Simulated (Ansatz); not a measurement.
Li (bcc, W type)

```
Li
1.0
   -3.43479     3.43479     3.43479
    1.71739    -1.71739     1.71739
    1.71739     1.71739    -1.71739
Li
2
Direct
  0.00000   0.00000   0.00000
  0.50000   0.00000   0.00000
```

The atoms are displaced by Q × the pattern below (from a DFPT mode at N = (0.5, 0.0, 0.0), largest move 1; Q in Å), at fixed cell. (q is in reciprocal vectors of the primitive cell; the cell shown is doubled to hold the pattern.)

```csv
atom,x,y,z
Li1,0.000,0.707,-0.707
Li2,0.000,-0.707,0.707
```

These are PBE (plane waves to 420 eV, PAW, scalar-relativistic; Ansatz, a program for electronic structure) values and carry that method's errors. k mesh 19×19×19 (Γ-centred), Fermi-Dirac smearing 0.05 eV. The energy includes the smearing's −TS. With partly filled bands, energies and forces of such displacements shift with the k mesh and the smearing. Li was relaxed with its symmetry unable to fall. The PAW data are Ansatz's earlier set. ΔE is measured from the undisplaced structure.

| Q (Å) | −dE/dQ from forces (eV/Å) | ΔE (eV/cell) |
|---|---|---|
| -0.280 | 0.100 | (withheld) |
| -0.233 | 0.069 | (withheld) |
| -0.187 | (withheld) | 0.0032 |
| -0.140 | 0.027 | 0.0015 |
| -0.093 | 0.014 | 0.0006 |
| -0.047 | 0.006 | 0.0001 |
| 0.000 | 0.000 | 0.0000 |
| 0.047 | -0.006 | 0.0001 |
| 0.093 | -0.014 | 0.0006 |
| 0.140 | -0.027 | 0.0015 |
| 0.187 | (withheld) | 0.0032 |
| 0.233 | -0.069 | (withheld) |
| 0.280 | -0.100 | (withheld) |

### Question
Some entries are withheld; supply them.

### Answer

- -0.280, ΔE (eV/cell): 0.0097
- -0.233, ΔE (eV/cell): 0.0058
- -0.187, −dE/dQ from forces (eV/Å): 0.045
- 0.187, −dE/dQ from forces (eV/Å): -0.045
- 0.233, ΔE (eV/cell): 0.0058
- 0.280, ΔE (eV/cell): 0.0097

(For displaced atoms, the force is minus the slope of the energy, and its curvature is a force constant, which sets phonon frequencies.)
